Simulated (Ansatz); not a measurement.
## Compressing BaIrO₃: a fit and a missing row

BaIrO₃, Pm-3m, a = 4.001 Å. The structure is a COD entry; whether it is the stable form wasn't checked. Ansatz: PBEsol, PAW, 420 eV, Γ-centred 10×10×10 mesh on 5 atoms, Gaussian smearing 0.10 eV; no spin polarisation. Symmetry fixes shape and atoms, so the cell is only scaled; pressure is positive in compression.

| V (Å³/atom) | P (GPa) |
| --- | --- |
| 12.044 | 12.96 |
| 12.428 | ? |
| 12.812 | 0.02 |
| 13.197 | -4.93 |
| 13.581 | -9.19 |

Problem. Take V0 = 12.812 Å³/atom, count pressures from its P0 = 0.02 GPa, fit the third-order Birch–Murnaghan form to the other rows, and predict the missing pressure.

Solution. With the Eulerian strain f = ½[(V0/V)^(2/3) − 1] and y = (P − P0)/[3f(1 + 2f)^(5/2)], the form is the line y = B0 + 1.5 B0 (B0′ − 4) f. Rows (f, y): 0.02104, 184.9; -0.00977, 177.4; -0.01906, 177.5. Means f = -0.002597, y = 179.93; Σ(Δf)² = 0.0008812, ΣΔfΔy = 0.1756; the slope is their ratio. y = 180.5 + 199.3 f GPa, so B0 = 180.5 GPa and B0′ = 4 + 2 × (199.3)/(3 × 180.5) = 4.74. At V = 12.428, f = 0.01025, y = 182.54 and P = 5.93 GPa. The run gave 5.87 GPa, so the fit is 0.06 GPa too high, within twice the rms miss on the fitted rows (0.03 GPa).

Spin polarisation was left out, and a magnetic state may lie lower. Spin–orbit coupling is left out, which can shift energies with elements as heavy as these.

Symmetry holds off the tilts and polar distortions that many cubic perovskites undergo.

Cost: 5 runs of about 0.79 core-minutes in all, on Arm Neoverse V1 (shared hosts).